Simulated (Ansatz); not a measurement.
TaO2 (rutile, P4_2/mnm), plane-wave PAW LDA (Ansatz code), all energies at zero smearing, with the estimated change up to a 700 eV cutoff added, with one set of potentials and settings (totals compare only within such a set). Cell of 6 atoms (2 Ta, 4 O): -21592.321 eV.

```
element                            reference phase  E (eV/atom)
-------  -----------------------------------------  -----------
Ta                      Im-3m, 1 atoms in the cell   -9682.6136
O        C2/m, 4 atoms in the cell, spin-polarised    -552.6518
```

Formation energy per atom, worked out: (-21592.321 − 2×(-9682.6136) − 4×(-552.6518))/6 = -2.748 eV/atom (-265 kJ per mol of atoms), at 0 K, without zero-point energy or fitted corrections.

The workflow started from a Materials Project entry (that database holds measured and hypothetical structures alike); the Crystallography Open Database copy checked does not list it. Its standing as an ambient phase is unchecked. Symmetry was held in the LDA relaxation; whether a distortion lowers the energy is not shown. The run is not spin-polarised. The references are the lowest solids computed at this level, not always the standard phases (solids in place of the gases). Scalar-relativistic: spin–orbit coupling is off unless named, which matters more the heavier the elements.

Potentials: the later of the program's two PAW sets.
